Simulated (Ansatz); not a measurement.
Computed with DFT PBE, scalar-relativistic, plane waves, PAW (Ansatz 0.2.0). All cells share a 420 eV cutoff and Γ-centred k meshes spaced at most about 0.3 Å⁻¹ (about 0.25 or finer for metals, 2π included). No spin polarisation in the final relaxations.

Temperature and zero-point effects are left out. All come from trial cells, and lower structures may exist.

Question: These unrelaxed guesses for In2Te2O are each relaxed within their symmetry. Order them by the energy at which they end, lowest first.
A.

```cif
data_structure
_symmetry_space_group_name_H-M 'P6/mmm'
_symmetry_Int_Tables_number 191
_cell_length_a 4.8926
_cell_length_b 4.8926
_cell_length_c 6.8353
_cell_angle_alpha 90.000
_cell_angle_beta 90.000
_cell_angle_gamma 120.000
_cell_volume 141.70
loop_
_atom_site_label
_atom_site_type_symbol
_atom_site_symmetry_multiplicity
_atom_site_Wyckoff_symbol
_atom_site_fract_x
_atom_site_fract_y
_atom_site_fract_z
_atom_site_occupancy
In1 In 2 d 0.33333 0.66667 0.50000 1
Te1 Te 2 c 0.33333 0.66667 0.00000 1
O1 O 1 a 0.00000 0.00000 0.00000 1
```

B.

```cif
data_structure
_symmetry_space_group_name_H-M 'P-3m1'
_symmetry_Int_Tables_number 164
_cell_length_a 4.7049
_cell_length_b 4.7049
_cell_length_c 8.0204
_cell_angle_alpha 90.000
_cell_angle_beta 90.000
_cell_angle_gamma 120.000
_cell_volume 153.76
loop_
_atom_site_label
_atom_site_type_symbol
_atom_site_symmetry_multiplicity
_atom_site_Wyckoff_symbol
_atom_site_fract_x
_atom_site_fract_y
_atom_site_fract_z
_atom_site_occupancy
In1 In 2 d 0.66667 0.33333 0.38048 1
Te1 Te 2 d 0.66667 0.33333 0.74609 1
O1 O 1 a 0.00000 0.00000 0.00000 1
```

C.

```cif
data_structure
_symmetry_space_group_name_H-M 'R-3m:H'
_symmetry_Int_Tables_number 166
_cell_length_a 4.0269
_cell_length_b 4.0269
_cell_length_c 29.4446
_cell_angle_alpha 90.000
_cell_angle_beta 90.000
_cell_angle_gamma 120.000
_cell_volume 413.51
loop_
_atom_site_label
_atom_site_type_symbol
_atom_site_symmetry_multiplicity
_atom_site_Wyckoff_symbol
_atom_site_fract_x
_atom_site_fract_y
_atom_site_fract_z
_atom_site_occupancy
In1 In 6 c 0.00000 0.00000 0.77893 1
Te1 Te 6 c 0.66667 0.33333 0.72214 1
O1 O 3 a 0.00000 0.00000 0.00000 1
```

D.

```cif
data_structure
_symmetry_space_group_name_H-M 'I4/mmm'
_symmetry_Int_Tables_number 139
_cell_length_a 4.3358
_cell_length_b 4.3358
_cell_length_c 13.6687
_cell_angle_alpha 90.000
_cell_angle_beta 90.000
_cell_angle_gamma 90.000
_cell_volume 256.96
loop_
_atom_site_label
_atom_site_type_symbol
_atom_site_symmetry_multiplicity
_atom_site_Wyckoff_symbol
_atom_site_fract_x
_atom_site_fract_y
_atom_site_fract_z
_atom_site_occupancy
In1 In 4 e 0.00000 0.00000 0.34805 1
Te1 Te 4 e 0.50000 0.50000 0.37101 1
O1 O 2 a 0.00000 0.00000 0.00000 1
```

Answer: D (ends in I4/mmm, 0 meV/atom), B (ends in P-3m1, 244 meV/atom), C (ends in R-3m, 270 meV/atom), A (ends in P6/mmm, 0.41 eV/atom).

Spin–orbit coupling, which can matter for Te, is left out. Cells relaxed within their symmetry can be saddle points. Some types were kept out of the candidates beforehand, so the set may lack a known form.
